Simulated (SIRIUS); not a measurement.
A self-consistent single point of MgZn3S4 (Pm, 8 atoms in the cell; from Materials Project mp-1221971, changed as shown) with SIRIUS.

Level of theory: LDA (PW92), PseudoDojo 0.4 standard norm-conserving LDA (tails mended) pseudopotentials (plane waves; SIRIUS).

The change in words: volume scaled by 0.96. Reference geometry (Pm):
```xyz
8
Lattice="6.3123 0.0000 0.0000 0.0000 3.8545 0.0000 -0.0053 0.0000 6.6932" Properties=species:S:1:pos:R:3 pbc="T T T"
Mg     3.1552     0.0000     4.4610
Zn     3.1527     1.9272     1.1158
Zn     6.3035     1.9272     5.5989
Zn     6.3023     0.0000     2.2074
S      0.7098     0.0000     4.4537
S      0.8014     1.9272     1.1204
S      3.9742     1.9272     5.6457
S      3.9605     0.0000     2.1693
```

Reference input (self-consistent single point, DFT, LDA (PW92), plane waves, PseudoDojo 0.4 standard norm-conserving LDA (tails mended) pseudopotentials): parameters.ngridk = 2 3 2; parameters.xc_functionals = [XC_LDA_X, XC_LDA_C_PW]; parameters.gk_cutoff = 9.165 1/bohr; parameters.pw_cutoff = 18.331 1/bohr; parameters.smearing = gaussian; parameters.smearing_width = 0.000367493 Ha; potentials = PseudoDojo 0.4 standard norm-conserving LDA (tails mended) pseudopotentials; parameters.electronic_structure_method = pseudopotential; parameters.num_bands = 56; parameters.num_mag_dims = 0; parameters.num_dft_iter = 100; parameters.energy_tol = 1e-07 Ha. This run's input differs from it in these lines:

```diff
@@ -32,7 +32,7 @@
     "lattice_vectors": [
-      [1.0000000354, 0.0, 0.0],
-      [0.0, 0.6106304119, 0.0],
-      [-0.0008347222, 0.0, 1.0603487546]
+      [0.9999999903, 0.0, 0.0],
+      [0.0, 0.6106303649, 0.0],
+      [-0.0008347559, 0.0, 1.0603486023]
     ],
-    "lattice_vectors_scale": 11.92848,
+    "lattice_vectors_scale": 11.767268,
     "atom_coordinate_units": "lattice",
```

The program printed (abridged):

```
[find] density tolerance         : 1e-06
[find] total energy tolerance    : 1e-07
[find] iter_solver_tol (initial) : 0.01
[find] iter_solver_tol (target)  : 1e-13
[find] num_dft_iter              : 100
Charges and magnetic moments
--------------------------------------------------------------------------------
total charge          : 94.000000
[find] | SCF iteration   0 out of 100|
[diagonalize] iterative solver tolerance (occupied, empty): 0.01 0.01
[diagonalize] average number of iterations: 5
[find] Charges and magnetic moments
[find] total charge          : 94.000000
[find] Energy
[find] smearing (-TS)                 :       0.00000000
   [... lines left out ...]

[find] Charges and magnetic moments
[find] total charge          : 94.000000
[find] Energy
[find] smearing (-TS)                 :       0.00000000
[find] Total energy                   :    -730.55538443 (Ha),   -1461.11076886 (Ry)
[find] Free energy (E-TS)             :    -730.55538443 (Ha),   -1461.11076886 (Ry)
[find] band gap (eV)                  :       2.28542565
[find] Efermi                         :       0.30440076
[find] iteration : 15, RMS (target) : 4.2964e-07 (1.0000e-06) , energy difference (target) : -1.4779e-11 (1.0000e-07)
[find] bands are converged : true
[find] iterative solver converged : true
[find] converged after 16 SCF iterations!
[find] Charges and magnetic moments
[find] total charge          : 94.000000
[find] Energy
[find] smearing (-TS)                 :       0.00000000
[find] Total energy                   :    -730.55538443 (Ha),   -1461.11076886 (Ry)
[find] Free energy (E-TS)             :    -730.55538443 (Ha),   -1461.11076886 (Ry)
[find] band gap (eV)                  :       2.28542565
[find] Efermi                         :       0.30440076
[ground_state] === stress tensor components [kbar] ===
[ground_state] === stress_total ===
[ground_state]     8.423031    0.000000    0.264536
[ground_state]     0.000000   -1.589927    0.000000
[ground_state]     0.264536    0.000000    9.033606
[ground_state] ==== total Forces in Ha/bohr =====
   [... lines left out ...]
[ground_state] atom:    3, force:      -0.0002251      0.0000000      0.0006451
[ground_state] atom:    4, force:      -0.0024163      0.0000000     -0.0004458
[ground_state] atom:    5, force:       0.0003057      0.0000000     -0.0006144
[ground_state] atom:    6, force:       0.0019129      0.0000000      0.0022551
[ground_state] atom:    7, force:       0.0012520      0.0000000     -0.0021965
```

The run converged in 16 iterations. SIRIUS prints the stress tensor with tension positive. Against the reference run the free energy goes down by 10.2 meV/atom, the pressure goes from -3.38 to -0.53 GPa and the largest force goes from 0.163 to 0.152 eV/Å.

The structure comes from a collection of computed structures, made at another level of theory; the collection holds predicted forms beside known ones.

Cost on one core: very roughly 110 core-seconds.

The gap that the log prints is read on the run's mesh, which can miss the band edges or a crossing.

“Tails mended”: in these copies of the files the far tail of each local potential was reset to the Coulomb form.
